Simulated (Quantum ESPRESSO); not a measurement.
```cif
data_InP
_chemical_formula_sum 'P1 In1'
_space_group_name_H-M_alt 'P 1'
_space_group_IT_number 1
_cell_length_a 4.09621
_cell_length_b 4.09621
_cell_length_c 4.09621
_cell_angle_alpha 60.000
_cell_angle_beta 60.000
_cell_angle_gamma 60.000
loop_
_space_group_symop_operation_xyz
  'x, y, z'
loop_
_atom_site_label
_atom_site_type_symbol
_atom_site_fract_x
_atom_site_fract_y
_atom_site_fract_z
_atom_site_occupancy
P1 P 0.75000 0.75000 0.75000 1
In1 In 0.00000 0.00000 0.00000 1
```

The PBEsol cell relaxed from Materials Project entry mp-20351 was given an isotropic strain of -1.5 % on all lattice vectors, and the atoms were relaxed again.

Question: What does PBEsol (Quantum ESPRESSO, PseudoDojo norm-conserving, 70 Ry, no spin-orbit coupling) give for the electronic structure near the Fermi level?

Answer: The PBEsol gap is direct, 0.80 eV at Γ. Spin-orbit splittings are left out.
